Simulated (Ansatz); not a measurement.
# Pb: clamped-ion strain scan

Method: DFT LDA, scalar-relativistic, plane waves, PAW (Ansatz 0.2.0). Cutoff 420 eV, Γ-centred 16×16×16 k-points, Gaussian smearing of 0.15 eV. Spin–orbit coupling is left out, which can shift energies with elements as heavy as these. No spin polarisation. Energies are free energies at this smearing, counted from the undisturbed cell; pressure is positive in compression.

The undisturbed cell (as given, not relaxed at this level; it stands at -1.8 GPa):

```
CELL_PARAMETERS angstrom
0.00000 2.46980 2.46980
2.46980 0.00000 2.46980
2.46980 2.46980 0.00000
ATOMIC_POSITIONS crystal
Pb 0.00000 0.00000 0.00000
```

The cell is strained by ε times the Voigt pattern (1, 0, 0, 0, 0, 0) (xx, yy, zz, yz, xz, xy; engineering shear) with fractional coordinates fixed. The cell is metallic on the mesh throughout.

Task: Over the sampled range (-0.0600 to 0.0600), is the undisturbed cell the lowest point?

Result: No: the energy is lower at ε = -0.0300, -5.1 in ΔE (meV/atom).

Task: Which end lies higher in energy, -0.0600 or +0.0600?

Result: +0.0600: 36.3 against 1.0.

The scan:

```tsv
ε	ΔE (meV/atom)
-0.0600	1.0
-0.0450	-3.5
-0.0300	-5.1
-0.0150	-3.9
0.0000	0.0
0.0150	6.2
0.0300	14.6
0.0450	24.7
0.0525	30.3
0.0600	36.3
```